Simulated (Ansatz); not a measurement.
Relaxed-ion elastic tensor of RhPb in space group P6/mmm (No. 191; Rh on 3f, Pb on 2d, Pb on 1a) in GPa (Voigt order), the program Ansatz at the PBEsol level (PAW); density 12.52 g/cm³, 20.56 Å³ per atom.

```tsv
	1	2	3	4	5	6
1	216	98.9	75.8	0.0	0.0	0.0
2	98.9	216	75.8	0.0	0.0	0.0
3	75.8	75.8	231	0.0	0.0	0.0
4	0.0	0.0	0.0	51.4	0.0	0.0
5	0.0	0.0	0.0	0.0	51.4	0.0
6	0.0	0.0	0.0	0.0	0.0	58.3
```

**Question.** Is the crystal mechanically stable?

**Answer.** Yes: the smallest eigenvalue of C is 51.4 GPa.

**Question.** Work out the Voigt, Reuss and Hill averages.

**Answer.** K_V = 129, K_R = 129, K_H = 129; G_V = 59.7, G_R = 58.2, G_H = 58.9 GPa.

**Question.** Give Young's modulus, Poisson's ratio, Pugh's ratio and the universal anisotropy index.

**Answer.** E = 9KG/(3K + G) = 153 GPa; ν = 0.30; K/G = 2.19 (ductile by the Pugh limit of 1.75); A_U = 5G_V/G_R + K_V/K_R − 6 = 0.12.

**Question.** Estimate the sound speeds and the Debye temperature.

**Answer.** v_l = √((K + 4G/3)/ρ) = 4070 m/s, v_t = √(G/ρ) = 2170 m/s, mean 2420 m/s; Θ = (h/k)(3n/4πV)^(1/3) v_m = 263 K.

**Question.** How much does each axis shrink under pressure?

**Answer.** Linear compressibilities β_i = Σ_j S_ij (j = 1 to 3): x 2.5, y 2.5, z 2.7 per TPa.

The first step of the workflow began from a Materials Project structure, measured or hypothetical; the Crystallography Open Database files this formula in space group No. 191, but the cells were not matched. Whether it is the stable phase at ambient conditions was not checked. The PBEsol relaxation kept the symmetry of its start. At this level the phase is dynamically unstable (imaginary phonons). No spin polarisation was allowed. As this level gives no gap, shear constants depend on the k-mesh and smearing (Fermi–Dirac, 0.1 eV here). Spin–orbit coupling is left out wherever it is not named.

Potentials: the later of the program's two PAW sets.
